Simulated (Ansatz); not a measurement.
System: HfO$_{2}$ (fluorite type), 3 atoms in the cell.

```
Hf O
1.0
     0.00000    2.53500    2.53500
     2.53500    0.00000    2.53500
     2.53500    2.53500    0.00000
Hf O
1 2
Direct
  0.00000 0.00000 0.00000
  0.25000 0.25000 0.25000
  0.75000 0.75000 0.75000
```

The calculation used PBE, plane waves, PAW datasets (generated soft set 1) in Ansatz 0.2.0 development build.

Cutoff 420 eV; k-mesh 6×6×6 Γ-centred; Fermi–Dirac smearing of 0.02 eV; no spin polarisation; no spin–orbit coupling.

(1) How large is the gap on this mesh, is it direct, and where do the band edges lie (fractions of the reciprocal vectors of this cell)?

(2) List the levels near the gap at (0.000, 0.000, 0.000), (0.000, 0.000, 0.333), (0.000, 0.000, -0.500), (0.000, 0.167, -0.500), (0.000, -0.500, -0.500), in eV from the top of the valence band (v1 is the highest filled band, c1 the lowest empty one).

Answers

(1) 3.79 eV, direct at (0.000, -0.500, -0.500).

(2) 
```
                      k     v4     v3     v2     v1    c1    c2    c3
  (0.000, 0.000, 0.000)  -5.40  -0.62  -0.62  -0.62  3.89  3.89  5.78
  (0.000, 0.000, 0.333)  -3.32  -2.56  -1.68  -1.68  4.70  4.70  6.86
 (0.000, 0.000, -0.500)  -3.10  -2.72  -1.84  -1.84  4.61  4.61  6.99
 (0.000, 0.167, -0.500)  -3.89  -1.87  -1.78  -1.50  4.62  4.85  7.00
(0.000, -0.500, -0.500)  -3.48  -1.59  -1.59   0.00  3.79  5.51  6.64
```

This cubic structure is a model: it isn't the usual form of the substance at ambient conditions, and such phases are metastable or hypothetical. A gap read on the mesh is an upper bound of this method's gap, since the mesh can miss a band edge. Spin–orbit coupling is left out; with heavy elements it can shift the gap and split levels by tenths of an eV. Semilocal functionals give gaps that mostly lie well below measured ones.
